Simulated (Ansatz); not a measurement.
Rb2NaPdF6:
```
CELL_PARAMETERS angstrom
     -3.00560     3.00560     4.44819
      3.00560    -3.00560     4.44819
      3.00560     3.00560    -4.44819
ATOMIC_POSITIONS crystal
  Rb 0.75000 0.25000 0.50000
  Rb 0.25000 0.75000 0.50000
  Na 0.50000 0.50000 0.00000
  Pd 0.00000 0.00000 0.00000
  F  0.22958 0.22958 0.45916
  F  0.77042 0.77042 0.54084
  F  0.22958 0.77042 0.00000
  F  0.77042 0.22958 0.00000
  F  0.24519 0.24519 0.00000
  F  0.75481 0.75481 0.00000
```
The run is spin-polarised; directions of the spins, atom by atom: 0 0 0 ↑ 0 0 0 0 0 0.

Relaxed with HSE06. Special points in fractions of this cell's reciprocal vectors: Γ (0.000, 0.000, 0.000); X (0.000, 0.000, 0.500); P (0.250, 0.250, 0.250); N (0.000, 0.500, 0.000); M (0.500, 0.500, -0.500); S (0.364, 0.636, -0.364); S0 (-0.364, 0.364, 0.364); R (-0.228, 0.228, 0.500); G (0.500, 0.500, -0.228).

Question: List the band energies nearest the valence-band maximum at these points for HSE06 in the plane-wave PAW code Ansatz.

Answer: In eV from the valence-band maximum; about four levels below and three above (degenerate sets whole), none deeper than 8.9 eV; points with the same levels are listed once.

```
k                                  below                above
---  -----------------------------------  -------------------
Γ ↑               -1.80 -1.69 -1.69 0.00       3.12 6.41 9.17
X ↑              -1.82 -1.62 -1.52 -0.12       2.81 8.84 9.60
P ↑              -1.65 -1.65 -1.62 -0.06       2.80 9.52 9.52
N ↑              -1.76 -1.66 -1.60 -0.08       3.03 8.53 8.71
M ↑              -1.93 -1.51 -1.51 -0.40       3.13 8.77 9.41
S ↑              -1.83 -1.58 -1.54 -0.28       3.07 9.24 9.33
R ↑              -1.74 -1.68 -1.52 -0.22       2.98 9.41 9.57
Γ ↓              -2.34 -1.52 -1.47 -1.47       3.42 3.58 6.46
X ↓              -2.44 -1.59 -1.34 -1.31       3.10 3.48 8.86
P ↓  -2.58 -2.58 -2.57 -1.43 -1.43 -1.34  3.26 3.37 9.54 9.54
N ↓        -2.48 -2.48 -1.49 -1.42 -1.39       3.34 3.48 8.61
M ↓        -2.51 -2.51 -1.62 -1.30 -1.30       3.06 3.59 8.79
S ↓              -2.51 -1.54 -1.36 -1.33       3.15 3.53 9.26
R ↓              -2.51 -1.46 -1.46 -1.30       3.16 3.49 9.42
```

Space group I4/mmm. The workflow started from a Materials Project entry (that database holds measured and hypothetical structures alike); the Crystallography Open Database copy checked does not list it. Whether it is the stable phase at ambient conditions was not checked. Symmetry was held in the HSE06 relaxation; whether a distortion lowers the energy is not shown. Magnetic state: ferromagnetic, chosen from 4 collinear starts compared on coarse meshes with r²SCAN (ties went to the first, and starts can fall back to one state), not a proven ground state. Other orbital occupations within this spin state were not tried. The hybrid was solved on a coarse mesh, the path and, where they were found, the r²SCAN edge points; its band edges are the extreme levels among these. Spin–orbit coupling is left out wherever it is not named.

Potentials: the later of the program's two PAW sets.
